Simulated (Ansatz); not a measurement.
# GaSb with Te replacing Sb: gradients before and after relaxing the atoms

Start: a supercell of GaSb (zinc blende type, F-43m) built from a COD entry (the entry's cell lengths or inner coordinates differ somewhat from later room-temperature determinations), with all atoms left at the host's positions.

```cif
data_Ga27Sb26Te
_symmetry_space_group_name_H-M 'F-43m'
_symmetry_Int_Tables_number 216
_cell_length_a 18.3540
_cell_length_b 18.3540
_cell_length_c 18.3540
_cell_angle_alpha 90.000
_cell_angle_beta 90.000
_cell_angle_gamma 90.000
loop_
_atom_site_label
_atom_site_type_symbol
_atom_site_symmetry_multiplicity
_atom_site_Wyckoff_symbol
_atom_site_fract_x
_atom_site_fract_y
_atom_site_fract_z
Ga1 Ga 16 e 0.4167 0.0833 0.4167
Ga3 Ga 24 g 0.7500 0.0833 0.7500
Ga5 Ga 48 h 0.7500 0.9167 0.5833
Ga14 Ga 4 d 0.7500 0.7500 0.7500
Ga18 Ga 16 e 0.0833 0.5833 0.9167
Te Te 4 a 0.5000 0.0000 0.5000
Sb29 Sb 48 h 0.6667 0.0000 0.6667
Sb32 Sb 16 e 0.8333 0.8333 0.6667
Sb36 Sb 16 e 0.1667 0.6667 0.8333
Sb42 Sb 24 f 0.0000 0.6667 0.0000
```

One atom of each set is listed; the run and its k-mesh use a cell of 54 atoms with edges of 12.98, 12.98, 12.98 Å.

Computed with Ansatz: DFT, PBE, plane waves and PAW, scalar-relativistic, 420 eV cutoff, Γ-centred 2×2×2 k-points, Fermi–Dirac smearing 0.01 eV, cell charge +1.

The largest force at the start is 0.72 eV/Å. Relaxing the ions at fixed cell moves them by 0.099 Å at most (atom 4, Ga) and 0.031 Å rms.

```
site  moved (Å)              first shell before               first shell after  V_zz before (10²¹ V/m²)  η before
 Ga1      0.099  1 Te at 2.65 Å, 3 Sb at 2.65 Å  3 Sb at 2.64 Å, 1 Te at 2.75 Å                     6.09      0.00
 Ga3      0.012                  4 Sb at 2.65 Å             4 Sb at 2.64–2.66 Å                    -0.63      0.90
 Ga5      0.015                  4 Sb at 2.65 Å             4 Sb at 2.64–2.65 Å                    -0.27      0.86
Ga18      0.002                  4 Sb at 2.65 Å             4 Sb at 2.64–2.65 Å                    0.033      0.00
  Te      0.000                  4 Ga at 2.65 Å                  4 Ga at 2.75 Å                     0.00         –
Sb29      0.025                  4 Ga at 2.65 Å             4 Ga at 2.64–2.66 Å                     4.31      0.19
Sb32      0.003                  4 Ga at 2.65 Å             4 Ga at 2.64–2.65 Å                    -0.74      0.00
Sb36      0.005                  4 Ga at 2.65 Å             4 Ga at 2.64–2.65 Å                    -0.85      0.00
Sb42      0.007                  4 Ga at 2.65 Å                  4 Ga at 2.64 Å                    -0.35      0.55
```

Question: What are V_zz and η after the relaxation?

Answer: 

| site | V_zz after | η after | change of V_zz |
| --- | --- | --- | --- |
| Ga1 | 7.79 | 0.00 | +1.70 |
| Ga3 | 0.65 | 0.80 | – |
| Ga5 | -0.43 | 0.74 | -0.16 |
| Ga18 | 0.034 | 0.00 | 0.00 |
| Te | 0.00 | – | 0.00 |
| Sb29 | 3.47 | 0.14 | -0.84 |
| Sb32 | -0.26 | 0.00 | +0.48 |
| Sb36 | -0.43 | 0.00 | +0.42 |
| Sb42 | -0.50 | 0.86 | -0.15 |

The largest change of V_zz along a kept axis is on Ga1, from 6.09 to 7.79. In per cent, |V_zz| changes by +28 on Ga, -19 on Sb (all sites that start above 2). Where |V_zz| stays above 0.1 and the axes keep their order, η moves most on Sb42, from 0.55 to 0.86. On Ga3 the largest principal value lies along another axis in the second run, so the two V_zz can't be compared directly. Other sites without a gradient aren't listed.

The run isn't spin-polarised, and a state with spin may lie lower. The defect repeats with the cell of 54 atoms, so it feels its images: sites between two images don't show the values beside a lone defect, and zeros or small values of η there can come from the images' arrangement. A uniform background compensates the cell's charge. The defect cell has no gap above 0.1 eV on its mesh, so the values can hang on the smearing and the k-mesh. Without spin–orbit coupling the gradients at and beside Te can be off by some per cent, at some sites by far more.
Before: The neighbours have not yet relaxed around the defect (largest force 0.72 eV/Å), and relaxing can change the values around it severalfold.
After: The relaxation keeps the site symmetry -43m of the start, so the impurity can't leave its site; a distortion that would localise the partly filled state isn't explored. With these PAW files V_zz is typically within 2 to 3 % of all-electron values, but misses above 10 % occur on Sb.
